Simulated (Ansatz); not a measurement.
## Rb$_{2}$BeRhF$_{6}$: settings compared (Ansatz)

The command:

```bash
ansatz run input.yaml --threads 1 --pin off --max-ram 2560MiB --backend cpu --events-out ev --progress --plain --runs-dir out
```

input.yaml:

```yaml
crystal:
  lattice:
    - [0.0, 4.183369, 4.183369]
    - [4.183369, 0.0, 4.183369]
    - [4.183369, 4.183369, 0.0]
  atoms:
    - { symbol: Be, position: [0.5, 0.5, 0.5] }
    - { symbol: F, position: [0.776, 0.224, 0.224] }
    - { symbol: F, position: [0.224, 0.776, 0.224] }
    - { symbol: F, position: [0.224, 0.776, 0.776] }
    - { symbol: F, position: [0.776, 0.224, 0.776] }
    - { symbol: F, position: [0.224, 0.224, 0.776] }
    - { symbol: F, position: [0.776, 0.776, 0.224] }
    - { symbol: Rh, position: [0.0, 0.0, 0.0] }
    - { symbol: Rb, position: [0.25, 0.25, 0.25] }
    - { symbol: Rb, position: [0.75, 0.75, 0.75] }
  symmetry: { tolerance: 0.0003 }
kpoints:
  mp_grid: { grid: [4, 4, 4], shift: [0, 0, 0] }
magnetization:
  spin_polarized: false
scf:
  occupations: { method: fermi_dirac, width: 0.0876 }
hamiltonian:
  pseudopotentials: { kind: paw }
  xc: pbe
basis:
  ecutwfc: 420
output:
  forces: true
  stress: true
  eigenvalues: true
```

Origin of the cell: a known structure type with other elements, at an estimated volume, so it need not be a known compound.

Output of this run (shortened):

```
Pseudopotentials: kind: paw
Pseudopotential: Be, paw, valence charge 2, recommended cutoff 420 eV (normal), Be.paw.azcp
Pseudopotential: F, paw, valence charge 7, recommended cutoff 420 eV (normal), F.paw.azcp
Pseudopotential: Rh, paw, valence charge 17, recommended cutoff 420 eV (normal), Rh.paw.azcp
Pseudopotential: Rb, paw, valence charge 9, recommended cutoff 420 eV (normal), Rb.paw.azcp
Functional definition: PBE
  exchange = pbe_x(kappa = kappa, mu = beta*pi^2/3)
  correlation = pbe_c(beta = beta)
Crystal: 10 atoms, lattice volume = 146.423 Å³
Basis set: ecut = 420 eV, 2837 PW (Γ), exchange–correlation on 80×80×80 points (8 copies of the dense FFT grid, shifted against one another)
Bands: 50, of which v1, the nominal top of the filled ones, is band 40 counted from 1 (39 counted from 0)
Symmetry: 48 space group operations
[… 10 lines left out …]
Initial density: superposition of atomic densities (neutral atoms: chi_scale 0, normalization atom), corrected by the library's trained network
Functional: x = pbe(κ = 0.804, μ = 0.219515), c = pbe(β = 0.066725)
SCF iter   1: F=—  HF=-17881.327455 eV  Δρ=4.03e-3  dr2=6.63e-2  defer=4
SCF iter   2: F=—  HF=-17881.319528 eV  Δρ=2.67e-3  dr2=1.66e-2  defer=8
SCF iter   3: F=—  HF=-17881.319005 eV  Δρ=2.70e-3  dr2=9.74e-3  defer=8
SCF iter   4: F=—  HF=-17881.316613 eV  Δρ=4.36e-4  dr2=5.13e-4  defer=8
SCF iter   5: F=—  HF=-17881.316613 eV  Δρ=9.04e-5  dr2=8.43e-6  defer=8
SCF iter   6: F=—  HF=-17881.316833 eV  Δρ=3.53e-5  dr2=1.56e-6  defer=8
SCF iter   7: F=-17881.316833 eV  HF=-17881.316833 eV  Δρ=6.43e-6  dr2=7.33e-8
SCF 1 converged in 7 iterations: F = -17881.316833 eV  dr2 = 7.33e-8
SCF converged after 7 iterations
Free energy (F): -17881.316833 eV
Harris-Foulkes:  -17881.316833 eV  (|F-HF|=2.33e-8)
Internal energy: -17881.259326 eV  (E = F + TS)
E sigma→0 (E₀):  -17881.288079 eV
Entropy (-TS):   -0.057507 eV (-5.751 meV/atom)
Fermi energy:    7.830899 eV
--- Per-component energies (eV) ---
  E_band       = -600.273024
  E_kinetic    = 2223.650678
  E_local      = -8498.455369  (includes V_loc(G=0)·N_el)
  E_nonlocal   = 1152.878880
  E_hartree    = 3227.080418
  E_xc         = -981.855270
  E_vxc        = -1187.377534  (∫ρ·V_xc dr)
  E_paw        = -10087.544599  (= ΣΔE_a)
  E_vpaw       = -745.159856  (= ΣTr[D̂ρ^β])
  E_aug_tail   = 0.012479  (compensation charges beyond the density's cutoff)
  E_ewald      = -4917.026543
  E_smearing   = -0.057507  (= −TS)
  Σ components = -17881.316833   (vs F -17881.316833, Δ=0.00e0)
--- Forces (eV/Å), atoms counted from 1 ---
  atom   1  Be     0.000000    -0.000000     0.000000
  atom   2  F      4.141504     0.000000    -0.000000
  atom   3  F     -0.000000     4.141504     0.000000
[… 2 lines left out …]
  atom   6  F      0.000000     0.000000     4.141504
  atom   7  F      0.000000     0.000000    -4.141504
  atom   8  Rh    -0.000000     0.000000    -0.000000
  atom   9  Rb    -0.000000    -0.000000     0.000000
  atom  10  Rb    -0.000000     0.000000    -0.000000
  max |Σ_I F_I| component: 2.67e-15 eV/Å
--- Stress (GPa, compression-positive) ---
       13.480802       0.000000      -0.000000
        0.000000      13.480802       0.000000
        0.000000       0.000000      13.480802
  P = ⅓ Tr σ = 13.4808 GPa (134.808 kbar)
```

The same input was run again with these changes:

1. `scf.convergence.dr2_threshold` default → 1.0e-06
2. `accuracy` default → low
3. `scf.occupations.width` 0.0876 → 0.05; `kpoints.mp_grid.grid` [4, 4, 4] → [5, 5, 5]
4. `basis.xc_grid` default → 3

```
 run        end  SCF iterations  P (GPa)  max force component (eV/Å)  gap on mesh (eV)  moment (μB)  ΔE(σ→0) (meV/atom)
base  converged               7    13.48                       4.142                 –            –                   0
   1  converged               7    13.48                       4.142                 –            –                0.00
   2  converged               7    13.48                       4.142                 –            –                0.00
   3  converged               8    13.48                       4.136                 –            –                0.78
   4  converged               7    13.48                       4.142                 –            –               -0.01
```

Energies are compared only where functional, datasets, charge and starting cell are the same.

Caveats of the base run: no moments, though an odd count or open d shells may carry them; the k mesh is coarse if the cell is a metal.

Run 1: the SCF threshold is loose for forces.

Time of the base run: 4.5 s on 1 thread of Arm Neoverse V1 (shared host), peak memory 0.4 GiB, from the program's own first density.
